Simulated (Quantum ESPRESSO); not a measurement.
## Si3FO4N (one run as intended and one with a planted mistake)

Computed values, not a measurement. The program is pw.x of Quantum ESPRESSO 7.5 (plane-wave density functional theory). The cell is made up: 9 atoms on a quartz lattice, with randomly drawn elements, strain and displacements, not relaxed. PseudoDojo standard norm-conserving files (v0.5 for PBE, v0.4.1 for LDA and PBEsol) set the functional; there is no spin polarisation, spin-orbit coupling or dispersion term, and the masses in the input are unused placeholders.

Intended input:

```
&control calculation='scf', pseudo_dir='./dojo.nc.sr.pbe.v0_5.standard.upf', outdir='./o', disk_io='low', tprnfor=.true., tstress=.true. /
&system ibrav=0, nat=9, ntyp=4, nbnd=30, ecutwfc=84.00895049, nosym=.true., tot_charge=0,
 occupations='smearing', smearing='fd', degauss=0.0018374661
/
&electrons conv_thr=7.350e-09, electron_maxstep=60, /
ATOMIC_SPECIES
F 1.0 F.upf
N 1.0 N.upf
O 1.0 O.upf
Si 1.0 Si.upf
CELL_PARAMETERS angstrom
4.9821 0.0693 0.0886
-2.431 4.1962 -0.0809
0.0972 -0.0464 5.3785
ATOMIC_POSITIONS angstrom
Si 2.3568 0.0416 3.622
Si -0.8827 2.1379 1.7638
Si 1.4166 2.1607 0.0663
F 1.4826 1.1393 4.1767
O 3.2731 0.5627 2.5021
O 2.8577 2.5577 0.7936
O 0.5195 1.7518 1.0715
O -1.106 3.0849 2.9263
N 1.0013 3.5678 4.6422
K_POINTS automatic
5 5 4 1 1 1
```

The log is shortened where brackets say so; the opening notice, blank lines, dates and the lines on written files are dropped, and the path of the files is cut. It prints rydbergs, bohrs and kilobars, and counts compression as positive stress. Where no state is partly filled, the Fermi energy that it prints is only some level between the filled and the empty states on the mesh, and need not lie in the true gap.

Log of the intended run:

```
     Program PWSCF v.7.5
     Parallel version (MPI & OpenMP), running on       4 processor cores
     Number of MPI processes:                 4
     Threads/MPI process:                     1
     [start-up lines left out]
     bravais-lattice index     =            0
     lattice parameter (alat)  =       9.4172  a.u.
     unit-cell volume          =     764.6068 (a.u.)^3
     number of atoms/cell      =            9
     number of atomic types    =            4
     number of electrons       =        48.00
     number of Kohn-Sham states=           30
     kinetic-energy cutoff     =      84.0090  Ry
     charge density cutoff     =     336.0358  Ry
     scf convergence threshold =      7.3E-09
     mixing beta               =       0.7000
     number of iterations used =            8  plain     mixing
     Exchange-correlation= PBE
                           (   1   4   3   4   0   0   0)
     [axes and pseudopotential details left out]
   Cartesian axes
     site n.     atom                  positions (alat units)
         1        Si     tau(   1) = (   0.4729330   0.0083478   0.7268174  )
         2        Si     tau(   2) = (  -0.1771291   0.4290069   0.3539372  )
         3        Si     tau(   3) = (   0.2842655   0.4335821   0.0133043  )
         4        F      tau(   4) = (   0.2975095   0.2286204   0.8381277  )
         5        O      tau(   5) = (   0.6568046   0.1129156   0.5020900  )
         6        O      tau(   6) = (   0.5734473   0.5132471   0.1592497  )
         7        O      tau(   7) = (   0.1042467   0.3515292   0.2150152  )
         8        O      tau(   8) = (  -0.2219382   0.6190390   0.5872131  )
         9        N      tau(   9) = (   0.2009283   0.7159413   0.9315384  )
     number of k points=    50  Fermi-Dirac smearing, width (Ry)=  0.0018
                       cart. coord. in units 2pi/alat
        k(    1) = (   0.0955168   0.1763242   0.1156119), wk =   0.0400000
        k(    2) = (   0.0913672   0.1783877   0.3473385), wk =   0.0400000
     [further k points left out]
     Dense  grid:    79587 G-vectors     FFT dimensions: (  60,  54,  60)
     Estimated max dynamical RAM per process >     161.02 MB
     Estimated total dynamical RAM >     585.80 MB
     Initial potential from superposition of free atoms
     starting charge      47.9981, renormalised to      48.0000
     Starting wfcs are   36 randomized atomic wfcs
     total cpu time spent up to now is        2.1 secs
     per-process dynamical memory:   125.5 Mb
     Self-consistent Calculation
     iteration #  1     ecut=    84.01 Ry     beta= 0.70
     Davidson diagonalization with overlap
     ethr =  1.00E-02,  avg # of iterations =  3.0
     total cpu time spent up to now is        5.6 secs
     total energy              =    -226.85790921 Ry
     estimated scf accuracy    <       2.83288953 Ry
     iteration #  2     ecut=    84.01 Ry     beta= 0.70
     Davidson diagonalization with overlap
     ethr =  5.90E-03,  avg # of iterations =  3.0
     total cpu time spent up to now is        8.9 secs
     total energy              =    -227.50815907 Ry
     estimated scf accuracy    <       2.58195283 Ry
     [iterations 3 to 10 left out]
     iteration # 11     ecut=    84.01 Ry     beta= 0.70
     Davidson diagonalization with overlap
     ethr =  5.85E-10,  avg # of iterations =  4.0
     total cpu time spent up to now is       37.1 secs
     total energy              =    -228.04717084 Ry
     estimated scf accuracy    <       0.00000001 Ry
     iteration # 12     ecut=    84.01 Ry     beta= 0.70
     Davidson diagonalization with overlap
     ethr =  2.09E-11,  avg # of iterations =  2.7
     total cpu time spent up to now is       40.2 secs
     End of self-consistent calculation
     [lines on levels left out]
     the Fermi energy is     6.0431 ev
!    total energy              =    -228.04717085 Ry
     estimated scf accuracy    <          9.1E-10 Ry
     smearing contrib. (-TS)   =      -0.00000000 Ry
     internal energy E=F+TS    =    -228.04717085 Ry
     The total energy is F=E-TS. E is the sum of the following terms:
     one-electron contribution =    -107.00871873 Ry
     hartree contribution      =      79.16665249 Ry
     xc contribution           =     -61.09990566 Ry
     ewald contribution        =    -139.10519895 Ry
     convergence has been achieved in  12 iterations
     Forces acting on atoms (cartesian axes, Ry/au):
     atom    1 type  4   force =     0.26501496   -0.33645095    0.01292866
     atom    2 type  4   force =    -0.19206007   -0.21788637   -0.11258280
     atom    3 type  4   force =     0.29247719    0.48293094   -0.23062976
     atom    4 type  1   force =    -0.15331504    0.06811121   -0.00390163
     atom    5 type  3   force =     0.10084739    0.17211374   -0.14752917
     atom    6 type  3   force =     0.03486761   -0.04006047   -0.03403461
     atom    7 type  3   force =    -0.31918032   -0.19292530    0.37255382
     atom    8 type  3   force =     0.00485440    0.11408151    0.10005706
     atom    9 type  2   force =    -0.03350612   -0.04991431    0.04313843
     Total force =     1.026014     Total SCF correction =     0.000060
     Computing stress (Cartesian axis) and pressure
          total   stress  (Ry/bohr**3)                   (kbar)     P=      163.60
   0.00060416  -0.00012551  -0.00137721           88.87      -18.46     -202.59
  -0.00012551   0.00064977   0.00064613          -18.46       95.58       95.05
  -0.00137721   0.00064613   0.00208239         -202.59       95.05      306.33
     init_run     :      2.00s CPU      2.07s WALL (       1 calls)
     electrons    :     37.81s CPU     38.06s WALL (       1 calls)
     forces       :      0.63s CPU      0.64s WALL (       1 calls)
     stress       :      2.12s CPU      2.12s WALL (       1 calls)
     [timing details left out]
     PWSCF        :     42.65s CPU     43.02s WALL
     JOB DONE.
```

A second run has one planted mistake: two atoms have their elements exchanged. The input lines that differ, file-writing options aside:

```
- F 1.4826 1.1393 4.1767
+ O 1.4826 1.1393 4.1767
- O -1.106 3.0849 2.9263
+ F -1.106 3.0849 2.9263
```

Its log:

```
     Program PWSCF v.7.5
     Parallel version (MPI & OpenMP), running on       4 processor cores
     Number of MPI processes:                 4
     Threads/MPI process:                     1
     [start-up lines left out]
     bravais-lattice index     =            0
     lattice parameter (alat)  =       9.4172  a.u.
     unit-cell volume          =     764.6068 (a.u.)^3
     number of atoms/cell      =            9
     number of atomic types    =            4
     number of electrons       =        48.00
     number of Kohn-Sham states=           30
     kinetic-energy cutoff     =      84.0090  Ry
     charge density cutoff     =     336.0358  Ry
     scf convergence threshold =      7.3E-09
     mixing beta               =       0.7000
     number of iterations used =            8  plain     mixing
     Exchange-correlation= PBE
                           (   1   4   3   4   0   0   0)
     [axes and pseudopotential details left out]
   Cartesian axes
     site n.     atom                  positions (alat units)
         1        Si     tau(   1) = (   0.4729330   0.0083478   0.7268174  )
         2        Si     tau(   2) = (  -0.1771291   0.4290069   0.3539372  )
         3        Si     tau(   3) = (   0.2842655   0.4335821   0.0133043  )
         4        O      tau(   4) = (   0.2975095   0.2286204   0.8381277  )
         5        O      tau(   5) = (   0.6568046   0.1129156   0.5020900  )
         6        O      tau(   6) = (   0.5734473   0.5132471   0.1592497  )
         7        O      tau(   7) = (   0.1042467   0.3515292   0.2150152  )
         8        F      tau(   8) = (  -0.2219382   0.6190390   0.5872131  )
         9        N      tau(   9) = (   0.2009283   0.7159413   0.9315384  )
     number of k points=    50  Fermi-Dirac smearing, width (Ry)=  0.0018
                       cart. coord. in units 2pi/alat
        k(    1) = (   0.0955168   0.1763242   0.1156119), wk =   0.0400000
        k(    2) = (   0.0913672   0.1783877   0.3473385), wk =   0.0400000
     [further k points left out]
     Dense  grid:    79587 G-vectors     FFT dimensions: (  60,  54,  60)
     Estimated max dynamical RAM per process >     161.02 MB
     Estimated total dynamical RAM >     585.80 MB
     Initial potential from superposition of free atoms
     starting charge      47.9981, renormalised to      48.0000
     Starting wfcs are   36 randomized atomic wfcs
     total cpu time spent up to now is        2.2 secs
     per-process dynamical memory:   125.5 Mb
     Self-consistent Calculation
     iteration #  1     ecut=    84.01 Ry     beta= 0.70
     Davidson diagonalization with overlap
     ethr =  1.00E-02,  avg # of iterations =  3.0
     total cpu time spent up to now is        5.5 secs
     total energy              =    -226.73446040 Ry
     estimated scf accuracy    <       2.99053610 Ry
     iteration #  2     ecut=    84.01 Ry     beta= 0.70
     Davidson diagonalization with overlap
     ethr =  6.23E-03,  avg # of iterations =  3.0
     total cpu time spent up to now is        8.7 secs
     total energy              =    -226.71323198 Ry
     estimated scf accuracy    <       5.11694872 Ry
     [iterations 3 to 10 left out]
     iteration # 11     ecut=    84.01 Ry     beta= 0.70
     Davidson diagonalization with overlap
     ethr =  6.79E-10,  avg # of iterations =  2.4
     total cpu time spent up to now is       35.7 secs
     total energy              =    -227.99783429 Ry
     estimated scf accuracy    <       0.00000007 Ry
     iteration # 12     ecut=    84.01 Ry     beta= 0.70
     Davidson diagonalization with overlap
     ethr =  1.47E-10,  avg # of iterations =  2.0
     total cpu time spent up to now is       38.4 secs
     End of self-consistent calculation
     [lines on levels left out]
     the Fermi energy is     6.4366 ev
!    total energy              =    -227.99783430 Ry
     estimated scf accuracy    <          4.0E-09 Ry
     smearing contrib. (-TS)   =      -0.00000000 Ry
     internal energy E=F+TS    =    -227.99783430 Ry
     The total energy is F=E-TS. E is the sum of the following terms:
     one-electron contribution =    -106.66722509 Ry
     hartree contribution      =      79.01069463 Ry
     xc contribution           =     -61.09166511 Ry
     ewald contribution        =    -139.24963873 Ry
     convergence has been achieved in  12 iterations
     Forces acting on atoms (cartesian axes, Ry/au):
     atom    1 type  4   force =     0.28158545   -0.06603123    0.21282047
     atom    2 type  4   force =    -0.17303418   -0.32628623   -0.25093830
     atom    3 type  4   force =     0.28526081    0.34453361   -0.40898401
     atom    4 type  3   force =    -0.11592256    0.03993381    0.01974428
     atom    5 type  3   force =     0.12746979    0.15941097   -0.18131494
     atom    6 type  3   force =     0.08945226   -0.00802619    0.03880113
     atom    7 type  3   force =    -0.36862968   -0.16444145    0.44916952
     atom    8 type  1   force =    -0.08348406    0.06253549    0.09490739
     atom    9 type  2   force =    -0.04269784   -0.04162878    0.02579444
     Total force =     1.088110     Total SCF correction =     0.000062
     Computing stress (Cartesian axis) and pressure
          total   stress  (Ry/bohr**3)                   (kbar)     P=      172.54
   0.00066605   0.00003324  -0.00142869           97.98        4.89     -210.17
   0.00003324   0.00092950   0.00060339            4.89      136.73       88.76
  -0.00142869   0.00060339   0.00192321         -210.17       88.76      282.91
     init_run     :      2.00s CPU      2.08s WALL (       1 calls)
     electrons    :     36.09s CPU     36.24s WALL (       1 calls)
     forces       :      0.59s CPU      0.60s WALL (       1 calls)
     stress       :      2.00s CPU      2.00s WALL (       1 calls)
     [timing details left out]
     PWSCF        :     40.78s CPU     41.05s WALL
     JOB DONE.
```

|  | intended run | run with the mistake |
| --- | --- | --- |
| free energy (eV) | -3102.740 | -3102.069 |
| smearing term -TS (eV) | 0.0000 | 0.0000 |
| pressure (GPa) | 16.36 | 17.25 |
| largest force component (eV/Å) | 12.417 | 11.549 |
| largest change of a force component (eV/Å) |  | 6.953 |
| iterations | 12 | 12 |

For scale, a rerun of the intended cell at a cutoff of 1437 eV and k mesh 7 x 7 x 6 moved values by no more than 0.003 eV in energy, 0.02 GPa in stress and 0.002 eV/Å in force.